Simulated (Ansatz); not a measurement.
**Co3Ir: a fit and a missing row**

Co3Ir, Pm-3m, a = 3.639 Å. The structure is a Materials Project entry; whether it is the stable form wasn't checked. Ansatz: r2SCAN, PAW, 500 eV, Γ-centred 12×12×12 mesh on 4 atoms, Gaussian smearing 0.10 eV; collinear spin, largest moment 2.1 μB. Symmetry fixes shape and atoms, so the cell is only scaled; pressure is positive in compression.

```
V (Å³/atom) P (GPa)
     11.325    15.68
     11.686     7.32
     12.047     0.02
     12.409    -6.28
     12.770        ?
```

**Question.** Take V0 = 12.047 Å³/atom, count pressures from its P0 = 0.02 GPa, fit the third-order Birch–Murnaghan form to the other rows, and predict the missing pressure.

**Answer.** With the Eulerian strain f = ½[(V0/V)^(2/3) − 1] and y = (P − P0)/[3f(1 + 2f)^(5/2)], the form is the line y = B0 + 1.5 B0 (B0′ − 4) f. Rows (f, y): 0.02103, 223.9; 0.01024, 225.9; -0.00977, 225.8. Means f = 0.007167, y = 225.20; Σ(Δf)² = 0.0004885, ΣΔfΔy = -0.02603; the slope is their ratio. y = 225.6 − 53.29 f GPa, so B0 = 225.6 GPa and B0′ = 4 + 2 × (-53.29)/(3 × 225.6) = 3.84. At V = 12.770, f = -0.01906, y = 226.62 and P = -11.74 GPa. The run gave -11.69 GPa, so the fit is 0.05 GPa too low, within twice the rms miss on the fitted rows (0.03 GPa). The form still works here, 33 % of the fitted range beyond its end.

The state reached may not be the lowest one. Spin–orbit coupling is left out, which can shift energies with elements as heavy as these.

Cost: 5 runs of about 13 core-minutes in all, on Arm Neoverse V1 (shared hosts).